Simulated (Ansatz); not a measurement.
All numbers below come from Ansatz, DFT PBE, scalar-relativistic, plane waves, PAW. Settings: cutoff 420 eV, Γ-centred meshes spaced at most about 0.3 Å⁻¹, and about 0.25 Å⁻¹ or finer for metals (2π included), Gaussian smearing. No spin polarisation in the final relaxations.

These are static total energies at zero pressure.

Compare these two cells of Ga2BAs3, each relaxed at this level.

1.

```
Ga B As
1.0
     8.77722    0.00000    0.00000
    -4.38861    7.60130    0.00000
     0.00000    0.00000    2.59129
Ga B As
2 1 3
Cartesian
  0.0000 5.0675 1.2956
  4.3886 2.5338 1.2956
  0.0000 0.0000 1.2956
  4.3886 0.0000 1.2956
  -2.1943 3.8006 1.2956
  2.1943 3.8006 1.2956
```

2.

```
Ga B As
1.0
     3.02536    0.00000    0.00000
     0.00000    3.02536    0.00000
     0.00000    0.00000   12.28733
Ga B As
2 1 3
Direct
  0.00000 0.00000 0.32909
  0.00000 0.00000 0.67091
  0.00000 0.00000 0.00000
  0.50000 0.50000 0.09951
  0.50000 0.50000 0.50000
  0.50000 0.50000 0.90049
```

Question: Which is lower in energy, and by how much?

Answer: Cell 2 is lower, by 0.57 eV/atom. Cell 1 has space group P6/mmm (No. 191), 28.8 Å³/atom and no gap on its mesh; cell 2 has space group P4/mmm (No. 123), 18.7 Å³/atom and no gap. Counting As or B atoms around Ga (for each partner element, those within 1.25 times its shortest distance or 1.15 times the sum of covalent radii, where it is the nearest in units of that sum or under 1.3; a plus sign parts groups by distance over the sum of covalent radii; the shortest distance is added where it exceeds 1.18 times the sum of covalent radii), cell 1 has Ga 3 and cell 2 has Ga 4+4 from 3.0 Å. Cell 1 holds As–As chains (shortest 2.59 Å); cell 2 holds As–As pairs (shortest 2.45 Å). The denser one is the lower, and pressure would at first widen the difference. Even the lower one lies +0.52 eV/atom against the reference forms of the elements (uncorrected), so neither is stable at this level. Both come from invented guesses. A third cell relaxed alike, in P6_3/mmc, lies 48 meV/atom below the lower of the two.

Weakly bound directions are ill-defined at this level, which has no dispersion term (P4/mmm), and this can change margins and order among such cells. Cells relaxed within their symmetry can be saddle points.
